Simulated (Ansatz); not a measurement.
## Ga3AsP2 (I-4m2) at 2 levels of theory

One geometry, relaxed with PBE; plane waves with PAW potentials in Ansatz, scalar-relativistic. No spin polarisation. Gaps are the least over mesh and band path; pressure is positive in compression.

```yaml
crystal:
  lattice:
    - [-1.97353, 1.97353, 8.38292]
    - [1.97353, -1.97353, 8.38292]
    - [1.97353, 1.97353, -8.38292]
  atoms:
    - { symbol: Ga, position: [0.00000, 0.00000, 0.00000] }
    - { symbol: Ga, position: [0.66253, 0.66253, 0.00000] }
    - { symbol: Ga, position: [0.33747, 0.33747, 0.00000] }
    - { symbol: P, position: [0.58130, 0.08130, 0.50000] }
    - { symbol: P, position: [0.91870, 0.41870, 0.50000] }
    - { symbol: As, position: [0.25000, 0.75000, 0.50000] }
```

```
level  cutoff (eV)    k mesh  gap (eV)  pressure (GPa)
  PBE          420  10×10×10      1.04             0.0
```

Task: What comes out on the same cell with r2SCAN?

Result:
```tsv
level	cutoff (eV)	k mesh	gap (eV)	pressure (GPa)
r2SCAN	500	10×10×10	1.54	-2.6
```

It was reached by relaxing an invented guess, and it needn't be the stable form of this composition.
